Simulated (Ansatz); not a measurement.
Relaxed-ion elastic tensor of TaSe2 (CdI2 type, P-3m1) in GPa (Voigt order), plane-wave PAW LDA (Ansatz code); density 9.20 g/cm³, 20.39 Å³ per atom.

```
 157  29.8  19.2  -8.3   0.0   0.0
29.8   157  19.2   8.3   0.0   0.0
19.2  19.2  57.6   0.0   0.0   0.0
-8.3   8.3   0.0  22.2   0.0   0.0
 0.0   0.0   0.0   0.0  22.2  -8.3
 0.0   0.0   0.0   0.0  -8.3  63.6
```

Task: Is the crystal mechanically stable?

Result: Yes: the smallest eigenvalue of C is 20.6 GPa.

Task: Work out the Voigt, Reuss and Hill averages.

Result: K_V = 56.5, K_R = 44.5, K_H = 50.5; G_V = 41.8, G_R = 30.9, G_H = 36.4 GPa.

Task: Give Young's modulus, Poisson's ratio, Pugh's ratio and the universal anisotropy index.

Result: E = 9KG/(3K + G) = 88.0 GPa; ν = 0.21; K/G = 1.39 (brittle by the Pugh limit of 1.75); A_U = 5G_V/G_R + K_V/K_R − 6 = 2.03.

Task: Estimate the sound speeds and the Debye temperature.

Result: v_l = √((K + 4G/3)/ρ) = 3280 m/s, v_t = √(G/ρ) = 1990 m/s, mean 2200 m/s; Θ = (h/k)(3n/4πV)^(1/3) v_m = 240 K.

Task: How much does each axis shrink under pressure?

Result: Linear compressibilities β_i = Σ_j S_ij (j = 1 to 3): x 3.8, y 3.8, z 15 per TPa.

The workflow started from a Materials Project entry (that database holds measured and hypothetical structures alike); the Crystallography Open Database copy checked does not list it. COD files the formula under space group No. 2, 42, 166, 186, 194, so this cell is another polymorph or a model. Whether it is the stable phase at ambient conditions was not checked. The cell was relaxed with LDA under the symmetry of its start; of distortions, only those at the zone centre were tested. The run is not spin-polarised. A crystal of weakly bound layers computed without a dispersion correction: the cell and the soft elastic constants depend strongly on that. As this level gives no gap, shear constants depend on the k-mesh and smearing (Fermi–Dirac, 0.1 eV here). Spin–orbit coupling is left out wherever it is not named.

Potentials: the later of the program's two PAW sets.
